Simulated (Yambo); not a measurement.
Rb2ScAgF6 (space group Fm-3m, No. 225): one transition space (4×4×4 mesh, 22 valence and 9 conduction bands, Tamm-Dancoff) with different kernels in Yambo, on PBEsol orbitals; field along x. BSE alone uses the static screening with 110 bands and a 3 Ry block; its scissor and those of RPA and TDDFT come from G0W0, that of the TDHF-type run from bare exchange.

```json
[
 {"kernel": "BSE (screened electron-hole attraction)", "scissor (eV)": "3.34", "direct gap with it (eV)": "6.72", "lowest state (eV)": "___"},
 {"kernel": "RPA (no attraction)", "scissor (eV)": "3.34", "direct gap with it (eV)": "6.72", "lowest state (eV)": "6.73 (dark)"}
]
```

Task: Complete the blanks.

Result: 
- BSE (screened electron-hole attraction), lowest state (eV): 4.06 (dark)

RPA leaves the lowest state at the direct gap: no bound exciton. These are vertical excitations (zero momentum); the indirect quasiparticle gap, about 6.46 eV, is smaller than the direct one (6.72 eV on the GW mesh). Spin singlets only. Strong means a line over 3 % of the spectrum's maximum, dark under 0.03 %. Absolute energies carry the error of the G0W0 scissor, whose convergence isn't established. Convergence of the binding with the mesh was not shown.

Spin-orbit coupling is not included.

Geometry of the Materials Project entry, not relaxed at this level; primitive cell a = b = c = 6.354 Å, α = β = γ = 60.00°.

The structure is a Materials Project entry; no match was found in the copy of COD used, and its stability was not checked.
